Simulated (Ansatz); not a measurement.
**FeGe, one structure, two calculations**

Cell: a COD entry, its atoms then relaxed with PBE in this cell.

```cif
data_FeGe
_symmetry_space_group_name_H-M 'P2_13'
_symmetry_Int_Tables_number 198
_cell_length_a 4.6890
_cell_length_b 4.6890
_cell_length_c 4.6890
_cell_angle_alpha 90.000
_cell_angle_beta 90.000
_cell_angle_gamma 90.000
loop_
_atom_site_label
_atom_site_type_symbol
_atom_site_symmetry_multiplicity
_atom_site_Wyckoff_symbol
_atom_site_fract_x
_atom_site_fract_y
_atom_site_fract_z
Fe Fe 4 a 0.1336 0.1336 0.1336
Ge Ge 4 a 0.8413 0.8413 0.8413
```

One atom of each set is listed.

First run. Computed with Ansatz: DFT, PBE, plane waves and PAW, scalar-relativistic, collinear spin, 420 eV cutoff, Γ-centred 7×7×7 k-points, Fermi–Dirac smearing 0.05 eV. Start moments as typed (μB): 3 on each Fe, none on the rest.

| site | V_zz (10²¹ V/m²) | η | m (μB) |
| --- | --- | --- | --- |
| Fe | -0.32 | 0.00 | 1.17 |
| Ge | -8.56 | 0.00 | -0.05 |

Second run. The same atoms and settings, except that the functional is r2SCAN and the cutoff is 500 eV.

Task: What does the second run give?

Result: 

```tsv
site	V_zz	η	change of V_zz	m (μB)
Fe	-1.45	0.00	-1.13	2.18
Ge	-7.55	0.00	+1.01	-0.08
```

The largest change of V_zz is on Fe, from -0.32 to -1.45. In per cent, |V_zz| changes by -12 on Ge (all sites that start above 2). The absolute magnetisation of the cell goes from 5.3 to 9.9 μB. Isomer shifts (Fe against α-Fe, from the density at the nucleus and a line fitted to measured compounds for each functional; the lines scatter by about 0.1 mm/s, so smaller changes between functionals mean little): Fe 0.57 → 0.53 mm/s.

The run finds no gap above 0.1 eV (a metal, or nearly one), so the gradients can move by 10 % or more with the k-mesh. With these PAW files V_zz is typically within 2 to 3 % of all-electron values, but misses above 10 % occur on Fe. The magnetic order is the one that the run reached from its start moments, not necessarily the measured one.
For the first run: The run lost most of its start moments on Fe; a state with other moments may lie lower.
For the second run: The largest force is 0.3 eV/Å, so the atoms aren't at the calculated equilibrium and relaxing them would move these values. The program didn't check the stability of this electronic state in full, so a lower one may lie near.
